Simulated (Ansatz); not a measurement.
Data:

Y$_{3}$Au$_{2}$:
```xyz
10
Lattice="8.1255 0.0000 0.0000 0.0000 8.1255 0.0000 0.0000 0.0000 3.8257" Properties=species:S:1:pos:R:3 pbc="T T T"
Au     5.1547     1.0919     0.0000
Au     7.0335     5.1547     0.0000
Au     2.9708     7.0335     0.0000
Au     1.0919     2.9708     0.0000
Y      0.0000     0.0000     0.0000
Y      4.0627     4.0627     0.0000
Y      1.3116     5.3743     1.9129
Y      2.7511     1.3116     1.9129
Y      6.8139     2.7511     1.9129
Y      5.3743     6.8139     1.9129
```

This is the r²SCAN-relaxed structure.

**Question.** All from the program Ansatz at the r²SCAN level (PAW), unless another level is named. Predict the density of states at the Fermi level.

**Answer.** 1.1 states/eV per atom (mean over ±0.08 eV).

**Question.** Give the formation energy from the elements (no fitted shifts).

**Answer.** -0.78 eV/atom.

Space group P4/mbm. The workflow started from an entry of the Crystallography Open Database (COD, 293 K). Its standing as an ambient phase is unchecked. The cell was relaxed with r²SCAN under the symmetry of its start; whether a distortion lowers the energy is not shown. The run is not spin-polarised. The references are the lowest solids computed at this level, not always the standard phases. Scalar-relativistic: spin–orbit coupling is off unless named, which matters more the heavier the elements.

Potentials: the later of the program's two PAW sets.
